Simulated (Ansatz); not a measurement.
SnO in space group P4_2/mmc (No. 131; Sn on 2d, O on 2f) under volume change, plane-wave PAW HSE06 (Ansatz code), shape and atoms relaxed at each volume.

```json
[
 {"V (Å³/atom)": "14.360", "E − E(relaxed) (meV/atom)": "50.6", "P (GPa)": "12.41"},
 {"V (Å³/atom)": "14.834", "E − E(relaxed) (meV/atom)": "21.3", "P (GPa)": "7.61"},
 {"V (Å³/atom)": "15.307", "E − E(relaxed) (meV/atom)": "5.0", "P (GPa)": "3.51"},
 {"V (Å³/atom)": "15.781", "E − E(relaxed) (meV/atom)": "0.0", "P (GPa)": "0.00"},
 {"V (Å³/atom)": "16.254", "E − E(relaxed) (meV/atom)": "4.5", "P (GPa)": "-2.91"},
 {"V (Å³/atom)": "16.727", "E − E(relaxed) (meV/atom)": "[?]", "P (GPa)": "[?]"},
 {"V (Å³/atom)": "17.201", "E − E(relaxed) (meV/atom)": "[?]", "P (GPa)": "[?]"}
]
```

Task: Complete the blanks.

Result: 
- 17.201, E − E(relaxed) (meV/atom): 33.5
- 17.201, P (GPa): -6.61
- 16.727, E − E(relaxed) (meV/atom): 16.3
- 16.727, P (GPa): -5.07

Task: What does a third-order Birch–Murnaghan fit give for V₀, B₀ and B′?

Result: V₀ = 15.78 Å³/atom, B₀ = 101 GPa, B′ = 5.8.

The cell is a constructed one: a structure type filled with these elements; neither database checked (COD, Materials Project) lists it. It is not the phase usual at ambient conditions (space group No. 129). Symmetry was held in the HSE06 relaxation; whether a distortion lowers the energy is not shown. The hybrid run found no gap, on a coarse k-mesh. Spin–orbit coupling is left out wherever it is not named.

Potentials: the later of the program's two PAW sets.
